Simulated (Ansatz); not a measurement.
PbO2:
```
PbO2
1.0
    5.08153     0.00000     0.00000
    0.00000     5.08153     0.00000
    0.00000     0.00000     3.44358
Pb O
2 4
Direct
  0.00000   0.00000   0.00000
  0.50000   0.50000   0.50000
  0.30795   0.30795   0.00000
  0.69205   0.69205   0.00000
  0.19205   0.80795   0.50000
  0.80795   0.19205   0.50000
```

Relaxed with PBE. Special points in fractions of this cell's reciprocal vectors: Γ (0.000, 0.000, 0.000); X (0.000, 0.500, 0.000); M (0.500, 0.500, 0.000); Z (0.000, 0.000, 0.500); R (0.000, 0.500, 0.500); A (0.500, 0.500, 0.500).

Task: List the band energies nearest the Fermi level at these points for plane-wave PAW PBE with spin–orbit coupling (Ansatz code).

Result: In eV from the Fermi level; about four levels below and three above (degenerate sets whole), none deeper than 8.9 eV; points with the same levels are listed once.

```json
[
 {"k": "Γ", "below": "-0.55 -0.55 -0.53 -0.53", "above": "0.09 0.09 3.94 3.94"},
 {"k": "X", "below": "-0.35 -0.35 -0.35 -0.35", "above": "2.10 2.10 2.10 2.10"},
 {"k": "M", "below": "-0.44 -0.44 -0.44 -0.44", "above": "2.52 2.52 2.52 2.52"},
 {"k": "Z", "below": "-0.72 -0.72 -0.72 -0.72", "above": "3.43 3.43 3.43 3.43"},
 {"k": "R", "below": "-0.26 -0.26 -0.24 -0.24", "above": "3.70 3.70 3.72 3.72"},
 {"k": "A", "below": "-0.48 -0.48 -0.48 -0.48", "above": "2.57 2.57 2.57 2.57"}
]
```

Space group P4_2/mnm (rutile). The PBE relaxation kept the symmetry of its start; of distortions, only those at the zone centre were tested.

Potentials: the later of the program's two PAW sets.
